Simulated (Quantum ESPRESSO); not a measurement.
# Where does W sit best among Mo sites?

These are calculations, not measurements. They come from pw.x of Quantum ESPRESSO 7.5, a plane-wave density functional program, with PseudoDojo standard norm-conserving files (v0.5 for PBE, v0.4.1 for LDA and PBEsol). The cells are made up: elements, strain and atom displacements were drawn at random, and nothing was relaxed. There is no spin polarisation, spin-orbit coupling or dispersion term.

The cell has 12 sites of a 2H layered lattice (rectangular cell). Sites 1 to 4 hold X X X X; sites 5 to 12 hold Se S Se S S Se S S. Cell vectors in Å: (3.182, -0.054, -0.043); (-0.094, 5.498, -0.006); (-0.171, -0.014, 12.442). Settings: PBE, cutoff 1170 eV, 7 x 4 x 2 k mesh shifted by half a step, Fermi-Dirac smearing of 0.025 eV.

In each run one of the sites marked X holds W and the others hold Mo; cell and positions stay the same. E is the free energy of the cell.

```
site of the guest,first shell,mean distance (Å),E above the lowest (eV),P (GPa),force on the guest (eV/Å)
1,S4Se2,2.385,0.070,17.04,4.390
2,S3Se3,2.426,0.160,17.13,5.519
3,S5Se,2.434,0.000,16.74,3.548
4,S3Se3,2.377,0.176,17.25,5.821
```

A rerun of one of these cells at 1467 eV and k mesh 9 x 6 x 4 moved values by no more than 0.003 eV in the cell's energy, 0.03 GPa in stress and 0.004 eV/Å in force.

## Reading the table

Site 3 is lowest, by 0.070 eV, over three times the rerun's bound. The first shells differ, so neighbours and distances change together and cannot be told apart here. The positions are random and not relaxed, so the differences hold for this frozen cell and are not site preferences of a real crystal.